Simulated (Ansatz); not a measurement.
NbCo$_{2}$ (cubic Laves (MgCu2 type), space group No. 227) at seven volumes, PBEsol (plane waves, PAW; program Ansatz), scaled uniformly. One row is withheld.

```
V (Å³/atom)  P (GPa)
-----------  -------
11.128         30.12
11.495         18.41
11.862             ?
12.229          0.00
12.595         -7.20
12.962        -13.32
13.329        -18.51
```

Q: Fit the shown pressures and predict the withheld one.

A: Third-order Birch–Murnaghan: P = (3/2)B₀(x^(7/2) − x^(5/2))[1 + (3/4)(B′ − 4)(x − 1)] with x = (V₀/V)^(2/3). Least squares on the six rows gives V₀ = 12.229 Å³/atom, B₀ = 259.6 GPa, B′ = 4.39. At V = 11.862, x = 1.0205 and P = 8.46 GPa. The run itself gave 8.46 GPa.

Space group Fd-3m (cubic Laves (MgCu2 type)). The workflow started from a Materials Project entry (that database holds measured and hypothetical structures alike); the Crystallography Open Database files this formula in space group No. 227, but the cells were not matched. Whether it is the stable phase at ambient conditions was not checked. The PBEsol relaxation kept the symmetry of its start. At this level the phase is dynamically unstable (imaginary phonons). The workflow began spin-polarised and lost its moments.

Potentials: the later of the program's two PAW sets.
